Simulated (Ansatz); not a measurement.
Si₃Mo₅:
```
Si3Mo5
1.0
   -4.82027     4.82027     2.44743
    4.82027    -4.82027     2.44743
    4.82027     4.82027    -2.44743
Si Mo
6 10
Direct
  0.83276   0.66724   0.50000
  0.16724   0.33276   0.50000
  0.66724   0.16724   0.83447
  0.33276   0.83276   0.16553
  0.75000   0.75000   0.00000
  0.25000   0.25000   0.00000
  0.92322   0.22397   0.14718
  0.07678   0.77603   0.85282
  0.22397   0.07678   0.30075
  0.77603   0.92322   0.69925
  0.57678   0.72397   0.30075
  0.42322   0.27603   0.69925
  0.27603   0.57678   0.85282
  0.72397   0.42322   0.14718
  0.25000   0.75000   0.50000
  0.75000   0.25000   0.50000
```

Relaxed with r²SCAN. Special points in fractions of this cell's reciprocal vectors: Γ (0.000, 0.000, 0.000); X (0.000, 0.000, 0.500); M (-0.500, 0.500, 0.500); Z (0.314, 0.314, -0.314); Z0 (-0.314, 0.686, 0.314); P (0.250, 0.250, 0.250); N (0.000, 0.500, 0.000).

List the band energies nearest the Fermi level at these points for the program Ansatz at the r²SCAN level (PAW).

In eV from the Fermi level; about four levels below and three above (degenerate sets whole), none deeper than 8.9 eV; points with the same levels are listed once.

```
k                          below                above
-  -----------------------------  -------------------
Γ  -1.22 -1.22 -0.51 -0.25 -0.25  0.31 0.33 0.56 0.56
X        -0.63 -0.54 -0.43 -0.31       0.27 0.29 0.33
M        -0.93 -0.87 -0.87 -0.21       0.25 0.25 0.27
Z        -0.66 -0.66 -0.53 -0.01       0.17 0.17 0.44
P        -0.69 -0.69 -0.37 -0.37  0.27 0.27 0.32 0.32
N        -0.97 -0.97 -0.51 -0.51  0.07 0.07 0.33 0.33
```

Space group I4/mcm. The first step of the workflow began from a Materials Project structure, measured or hypothetical; the Crystallography Open Database files this formula in space group No. 140, but the cells were not matched. Whether it is the stable phase at ambient conditions was not checked. The r²SCAN relaxation kept the symmetry of its start; whether a distortion lowers the energy is not shown. The run is not spin-polarised. Spin–orbit coupling is left out wherever it is not named.

Potentials: the later of the program's two PAW sets.
